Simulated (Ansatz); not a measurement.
# Data sheet: SiSe₂ (DFT)

SiSe2:
```yaml
crystal:
  lattice:
    - [-2.92973, 4.74192, 2.91905]
    - [2.92973, -4.74192, 2.91905]
    - [2.92973, 4.74192, -2.91905]
  atoms:
    - { symbol: Si, position: [0.25000, 0.25000, 0.00000] }
    - { symbol: Si, position: [0.75000, 0.75000, 0.00000] }
    - { symbol: Se, position: [0.87367, 0.22266, 0.09633] }
    - { symbol: Se, position: [0.12633, 0.77734, 0.90367] }
    - { symbol: Se, position: [0.62633, 0.72266, 0.34900] }
    - { symbol: Se, position: [0.37367, 0.27734, 0.65100] }
```

Space group Ibam (No. 72); conventional cell a = 5.8595 Å, b = 9.4838 Å, c = 5.8381 Å, α = β = γ = 90.00°.

Method: the program Ansatz at the PBE+D3(BJ) level (PAW). The cell and atoms are relaxed at this level. Other levels are named where they apply.

**Cell and energy**

```
Quantity                                                      Result
-----------------------------------------------------  -------------
Volume per atom                                             27.04 Å³
Density                                                   3.81 g/cm³
Formation energy from the elements (no fitted shifts)  -0.39 eV/atom
```

**Electronic structure**

```
Quantity                                                                                                                                                Result
------------------------------------------------  ------------------------------------------------------------------------------------------------------------
Band gap                                                                                                                                    1.48 eV (indirect)
Valence-band maximum                              on the Σ0–Γ line, 16 % of the way from Σ0 (k = 0.292, -0.292, -0.292 in fractions of the reciprocal vectors)
Conduction-band minimum                                                                  at X (k = 0.500, 0.500, 0.500 in fractions of the reciprocal vectors)
Smallest direct gap on the standard path                                                                                                               1.77 eV
Electron effective mass                                                                                                  0.43, 0.56, 1.0 mₑ (principal values)
Electron effective mass with spin–orbit coupling                                                                         0.43, 0.56, 1.0 mₑ (principal values)
Hole effective mass                                                                                                       0.85, 1.2, 1.9 mₑ (principal values)
Hole effective mass with spin–orbit coupling                                                                              0.85, 1.3, 1.9 mₑ (principal values)
HSE06 gap on the PBE+D3(BJ) cell                                                                                                                       2.40 eV
Gap with spin–orbit coupling                                                                                                                           1.49 eV
```

**Mechanics**

```
Item                                                                                                                                     Value
-------------------------------------  -------------------------------------------------------------------------------------------------------
Bulk modulus (Birch–Murnaghan fit)                                                                                                    122 kbar
Pressure derivative B′                                                                                                                     7.7
Elastic constants (relaxed ions, GPa)  C11 = 17.7, C22 = 13.6, C33 = 95.8, C12 = 12.1, C13 = -2.4, C23 = 5.0, C44 = 5.2, C55 = 0.2, C66 = 12.2
Mechanical stability                                                                      marginal (the smallest eigenvalue of C is near zero)
```

**Dielectric response**

```
Quantity                                                                           Result
--------------------------------------------------------  -------------------------------
Electronic dielectric constant ε∞ (DFPT)                  4.64 (xx), 5.10 (yy), 6.99 (zz)
Static dielectric constant ε0 (ions relaxed, cell fixed)  4.95 (xx), 5.41 (yy), 10.5 (zz)
Born charges (a third of the trace)                                  Si +2.34, Se -1.17 e
```

**Phonons**

```
Property                                                             Value
--------------------------------------------------  ----------------------
Highest zone-centre frequency (without LO–TO term)               14.78 THz
Zone-centre stability                               no imaginary mode at Γ
```

**Charges**

```
Item                         Result
-------------  --------------------
Bader charges  Si +2.02, Se -1.01 e
```

The PBE+D3(BJ) relaxation kept the symmetry of its start. The references are the lowest solids computed at this level, not always the standard phases. Spin–orbit coupling is left out wherever it is not named.

Potentials: the later of the program's two PAW sets.
